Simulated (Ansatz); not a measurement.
**Two inputs for PbS with Ni replacing Pb**

This input was run with Ansatz:

```yaml
crystal:
  lattice:
    - [0.0, 8.89725, 8.89725]
    - [8.89725, 0.0, 8.89725]
    - [8.89725, 8.89725, 0.0]
  atoms:
    - { symbol: Ni, position: [0.0, 0.0, 0.0], spin: 2.0 }
    - { symbol: Pb, position: [0.0, 0.0, 0.3333333333] }
    - { symbol: Pb, position: [0.0, 0.0, 0.6666666667] }
    - { symbol: Pb, position: [0.0, 0.3333333333, 0.0] }
    - { symbol: Pb, position: [0.0, 0.3333333333, 0.3333333333] }
    - { symbol: Pb, position: [0.0, 0.3333333333, 0.6666666667] }
    - { symbol: Pb, position: [0.0, 0.6666666667, 0.0] }
    - { symbol: Pb, position: [0.0, 0.6666666667, 0.3333333333] }
    - { symbol: Pb, position: [0.0, 0.6666666667, 0.6666666667] }
    - { symbol: Pb, position: [0.3333333333, 0.0, 0.0] }
    - { symbol: Pb, position: [0.3333333333, 0.0, 0.3333333333] }
    - { symbol: Pb, position: [0.3333333333, 0.0, 0.6666666667] }
    - { symbol: Pb, position: [0.3333333333, 0.3333333333, 0.0] }
    - { symbol: Pb, position: [0.3333333333, 0.3333333333, 0.3333333333] }
    - { symbol: Pb, position: [0.3333333333, 0.3333333333, 0.6666666667] }
    - { symbol: Pb, position: [0.3333333333, 0.6666666667, 0.0] }
    - { symbol: Pb, position: [0.3333333333, 0.6666666667, 0.3333333333] }
    - { symbol: Pb, position: [0.3333333333, 0.6666666667, 0.6666666667] }
    - { symbol: Pb, position: [0.6666666667, 0.0, 0.0] }
    - { symbol: Pb, position: [0.6666666667, 0.0, 0.3333333333] }
    - { symbol: Pb, position: [0.6666666667, 0.0, 0.6666666667] }
    - { symbol: Pb, position: [0.6666666667, 0.3333333333, 0.0] }
    - { symbol: Pb, position: [0.6666666667, 0.3333333333, 0.3333333333] }
    - { symbol: Pb, position: [0.6666666667, 0.3333333333, 0.6666666667] }
    - { symbol: Pb, position: [0.6666666667, 0.6666666667, 0.0] }
    - { symbol: Pb, position: [0.6666666667, 0.6666666667, 0.3333333333] }
    - { symbol: Pb, position: [0.6666666667, 0.6666666667, 0.6666666667] }
    - { symbol: S, position: [0.1666666667, 0.1666666667, 0.1666666667] }
    - { symbol: S, position: [0.1666666667, 0.1666666667, 0.5] }
    - { symbol: S, position: [0.1666666667, 0.1666666667, 0.8333333333] }
    - { symbol: S, position: [0.1666666667, 0.5, 0.1666666667] }
    - { symbol: S, position: [0.1666666667, 0.5, 0.5] }
    - { symbol: S, position: [0.1666666667, 0.5, 0.8333333333] }
    - { symbol: S, position: [0.1666666667, 0.8333333333, 0.1666666667] }
    - { symbol: S, position: [0.1666666667, 0.8333333333, 0.5] }
    - { symbol: S, position: [0.1666666667, 0.8333333333, 0.8333333333] }
    - { symbol: S, position: [0.5, 0.1666666667, 0.1666666667] }
    - { symbol: S, position: [0.5, 0.1666666667, 0.5] }
    - { symbol: S, position: [0.5, 0.1666666667, 0.8333333333] }
    - { symbol: S, position: [0.5, 0.5, 0.1666666667] }
    - { symbol: S, position: [0.5, 0.5, 0.5] }
    - { symbol: S, position: [0.5, 0.5, 0.8333333333] }
    - { symbol: S, position: [0.5, 0.8333333333, 0.1666666667] }
    - { symbol: S, position: [0.5, 0.8333333333, 0.5] }
    - { symbol: S, position: [0.5, 0.8333333333, 0.8333333333] }
    - { symbol: S, position: [0.8333333333, 0.1666666667, 0.1666666667] }
    - { symbol: S, position: [0.8333333333, 0.1666666667, 0.5] }
    - { symbol: S, position: [0.8333333333, 0.1666666667, 0.8333333333] }
    - { symbol: S, position: [0.8333333333, 0.5, 0.1666666667] }
    - { symbol: S, position: [0.8333333333, 0.5, 0.5] }
    - { symbol: S, position: [0.8333333333, 0.5, 0.8333333333] }
    - { symbol: S, position: [0.8333333333, 0.8333333333, 0.1666666667] }
    - { symbol: S, position: [0.8333333333, 0.8333333333, 0.5] }
    - { symbol: S, position: [0.8333333333, 0.8333333333, 0.8333333333] }
magnetization:
  spin_polarized: true
kpoints:
  mp_grid: { grid: [2, 2, 2] }
scf:
  occupations: { method: fermi_dirac, width: 0.01 }
hamiltonian:
  xc: revpbe
  pseudopotentials: { kind: paw }
output:
  forces: true
  stress: true
  populations: true
  efg:
    quadrupole_moments_barn: { Ni: 0.162, S: -0.0694 }
    contact_densities: true
  write_density: true
  write_potential: true
  elf: true
  volumetric_format: npy
basis:
  xc_grid: 2
```

```sh
ansatz run input.yaml --threads 4 --pin off --max-ram 10240MiB --backend cpu --events-out ev --progress --plain --runs-dir out
```

It converged. Of its output the block on the nuclei alone is shown, without the SCF iterations, energies, forces and stress (one atom of each set):

```
--- PAW observables at the nuclei: V_zz in 10²¹ V/m², potentials from the cell's mean, atoms counted from 1 ---
  atom   1  Ni V_zz =    +0.000000   η = 0.0000   by run symmetry: forbidden   C_q = +0.0000 MHz
            electrostatic potential = -3568.818186 V   contact ρ = 130438.144299 e/Å³   contact ρ_s (e/Å³): all electrons -1.207156, valence +2.333384
  atom   2  Pb V_zz =    -1.147237   η = 0.5167   by run symmetry: allowed
            electrostatic potential = -17478.055450 V   contact ρ = 16542595.232221 e/Å³   contact ρ_s (e/Å³): all electrons +1.722172, valence +1.762529
  atom   5  Pb V_zz =    +0.010412   η = 0.0000   by run symmetry: allowed
            electrostatic potential = -17478.014684 V   contact ρ = 16542594.350053 e/Å³   contact ρ_s (e/Å³): all electrons +1.727930, valence +1.769055
  atom  15  Pb V_zz =    +0.495933   η = 0.0000   by run symmetry: allowed
            electrostatic potential = -17478.011442 V   contact ρ = 16542592.538221 e/Å³   contact ρ_s (e/Å³): all electrons +4.524303, valence +4.637605
  atom  28  S  V_zz =    -0.093637   η = 0.0000   by run symmetry: allowed   C_q = +0.1571 MHz
            electrostatic potential = -1636.305677 V   contact ρ = 19782.792499 e/Å³   contact ρ_s (e/Å³): all electrons +0.004830, valence +0.005948
  atom  30  S  V_zz =    +1.241821   η = 0.0000   by run symmetry: allowed   C_q = -2.0839 MHz
            electrostatic potential = -1636.308866 V   contact ρ = 19782.954891 e/Å³   contact ρ_s (e/Å³): all electrons +0.156713, valence +0.162994
  atom  32  S  V_zz =    -0.148078   η = 0.9909   by run symmetry: allowed   C_q = +0.2485 MHz
            electrostatic potential = -1636.311435 V   contact ρ = 19782.801000 e/Å³   contact ρ_s (e/Å³): all electrons +0.005302, valence +0.006701
  atom  41  S  V_zz =    +0.000000   η = 0.0000   by run symmetry: forbidden   C_q = -0.0000 MHz
            electrostatic potential = -1636.251368 V   contact ρ = 19782.715099 e/Å³   contact ρ_s (e/Å³): all electrons +0.236806, valence +0.241681
```

Task: Can these gradients be trusted, and how do they compare with a run on standard settings?

Result: As results of these settings, within the limits told below. Against the standard input the change is `basis.xc_grid`: not typed → 2; `hamiltonian.xc`: pbe → revpbe. A site carries the number of its first atom; V_zz in 10²¹ V/m².

```tsv
site	V_zz standard	η standard	V_zz here	η here
Ni	0.00	–	0.00	–
Pb2	-1.16	0.55	-1.15	0.52
Pb15	0.39	0.00	0.50	0.00
S28	-0.094	0.00	-0.094	0.00
S30	1.22	0.00	1.24	0.00
S32	0.16	0.94	-0.15	0.99
```

The largest change of V_zz along a kept axis is on Pb15, from 0.39 to 0.50. On S32 the largest principal value lies along another axis in the second run, so the two V_zz can't be compared directly. Other sites with |V_zz| of 0.02 or less aren't listed. SCF iterations: 19 and 18.

On the reference run: The defect repeats with the cell of 54 atoms, so it feels its images: sites between two images don't show the values beside a lone defect, and zeros or small values of η there can come from the images' arrangement. The partly filled level is held symmetric here, which is probably an artefact: real centres of this kind distort or bind the carrier to one neighbour. The defect cell has no gap above 0.1 eV on its mesh, so the values can hang on the smearing and the k-mesh. Spin–orbit coupling is left out, which shifts gradients on Pb by a few per cent in wide-gap crystals, and can shift them far more where the calculated gap is small or absent, as here. The neighbours have not yet relaxed around the defect (largest force 0.64 eV/Å), and relaxing can change the values around it severalfold.
